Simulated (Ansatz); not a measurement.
Al2ZnSe4 (space group I-4): energy against volume

Al2ZnSe4 (space group I-4)

```
Al2ZnSe4
1.0
   -2.75793     2.75793     5.41481
    2.75793    -2.75793     5.41481
    2.75793     2.75793    -5.41481
Al Zn Se
2 1 4
Direct
  0.25000   0.75000   0.50000
  0.50000   0.50000   0.00000
  0.00000   0.00000   0.00000
  0.39986   0.89222   0.02496
  0.10778   0.13274   0.50764
  0.86726   0.37490   0.97504
  0.62510   0.60014   0.49236
```

This relaxed cell (volume V₀) is scaled evenly in all directions, its shape held. The atoms relax within the cell's symmetry.

Level of theory: PBEsol (plane waves to 420 eV, PAW, scalar-relativistic; Ansatz, an electronic-structure program). k mesh 9×9×9 (Γ-centred), Fermi-Dirac smearing 0.05 eV. The energy includes the smearing's −TS. Compression counts positive. With the shape held, the modulus is that of even scaling; a crystal free to change shape is softer. Al2ZnSe4 was relaxed with its symmetry unable to fall. The zero of ΔE is the relaxed starting cell.

| V/V₀ | ΔE (eV/atom) | P (GPa) |
|---|---|---|
| 0.900 | 0.0386 | 5.82 |
| 0.925 | 0.0205 | 4.02 |
| 0.950 | 0.0087 | 2.48 |
| 0.975 | 0.0021 | 1.15 |
| 1.000 | 0.0000 | 0.00 |
| 1.025 | 0.0019 | -1.01 |
| 1.050 | 0.0072 | -1.86 |
| 1.075 | 0.0154 | -2.62 |
| 1.100 | 0.0263 | -3.28 |

Summary:

The pressure at the smallest volume comes out as 5.82 GPa. The energy cost of the largest compression is 38.6 meV/atom. The energy cost of the largest expansion is 26.3 meV/atom, the bulk modulus at fixed cell shape B₀ (third-order Birch-Murnaghan fit) is 43.0 GPa and the pressure derivative B₀′ (fit) is 4.8. The equilibrium volume of the fit is 23.53 Å³/atom and the pressure for 5 % compression (fit) comes out as 2.5 GPa.

(A scan under strain: stresses follow from slopes of the energy per volume, elastic moduli from its curvatures.)
